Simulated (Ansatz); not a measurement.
Ge (diamond)

```yaml
crystal:
  lattice:
    - [0.00000, 5.76221, 5.76221]
    - [2.88111, 0.00000, 2.88111]
    - [2.88111, 2.88111, 0.00000]
  atoms:
    - { symbol: Ge, position: [0.25000, 0.50000, 0.50000] }
    - { symbol: Ge, position: [0.75000, 0.50000, 0.50000] }
    - { symbol: Ge, position: [0.37500, 0.75000, 0.75000] }
    - { symbol: Ge, position: [0.87500, 0.75000, 0.75000] }
```

The atoms are displaced by Q × the pattern below (from a DFPT mode at L = (0.5, 0.0, 0.0), largest move 1; Q in Å), at fixed cell. It is one choice among 2 degenerate patterns. (q is in reciprocal vectors of the primitive cell; the cell shown is doubled to hold the pattern.)

```csv
atom,x,y,z
Ge1,0.285,-0.520,0.805
Ge2,-0.285,0.520,-0.805
Ge3,0.285,-0.520,0.805
Ge4,-0.285,0.520,-0.805
```

The numbers are results of PBE (plane waves to 420 eV, PAW, scalar-relativistic; Ansatz, a program for electronic structure), not measurements. k mesh 7×14×14 (Γ-centred), Fermi-Dirac smearing 0.05 eV. With partly filled bands, energies and forces of such displacements shift with the k mesh and the smearing. Ge was relaxed with its symmetry unable to fall. The PAW data are Ansatz's earlier set.

At one point of the scan the forces (eV/Å) are:

```tsv
atom	Fx	Fy	Fz
Ge1	0.069	-0.093	0.066
Ge2	0.003	0.027	-0.122
Ge3	-0.003	-0.027	0.122
Ge4	-0.069	0.093	-0.066
```

Question: Which point is it?
A. Q = -0.180 Å
B. Q = -0.120 Å
C. Q = -0.030 Å

Answer: B, Q = -0.120 Å

(For displaced atoms, the force is minus the slope of the energy, and its curvature is a force constant, which sets phonon frequencies.)
